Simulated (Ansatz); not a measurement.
**PbF2: from a first guess to the relaxed fluorite type**

First guess:

```yaml
crystal:
  lattice:
    - [0.00000, 2.55533, 2.55533]
    - [2.55533, 0.00000, 2.55533]
    - [2.55533, 2.55533, 0.00000]
  atoms:
    - { symbol: Pb, position: [0.00000, 0.00000, 0.00000] }
    - { symbol: F, position: [0.25000, 0.25000, 0.25000] }
    - { symbol: F, position: [0.75000, 0.75000, 0.75000] }
```

Theory: DFT, PBE, PAW with Ansatz's default frozen-core files, scalar-relativistic in Ansatz 0.2.0.

Cell and atoms relax within the symmetry of the start on a 11×11×11 k mesh with 0.05 eV Fermi–Dirac smearing.

The start is built from a prototype, known or not as a phase of this compound; the cutoff is 420 eV.

Spin–orbit coupling is left out, though it moves levels of the heavy atoms by tenths of an eV or more.

Question: What is the pressure of the first guess?

Answer: 100.3 GPa.

Question: What does it relax to?

Answer: a = 6.000 Å, b = 6.000 Å, c = 6.000 Å, α = 90.00°, β = 90.00°, γ = 90.00° (conventional cell), 18.00 Å³ per atom:
```
CELL_PARAMETERS angstrom
0.00000 3.00000 3.00000
3.00000 0.00000 3.00000
3.00000 3.00000 0.00000
ATOMIC_POSITIONS crystal
Pb 0.00000 0.00000 0.00000
F 0.25000 0.25000 0.25000
F 0.75000 0.75000 0.75000
```

Question: How much energy does the relaxation release?

Answer: 1366 meV/atom.
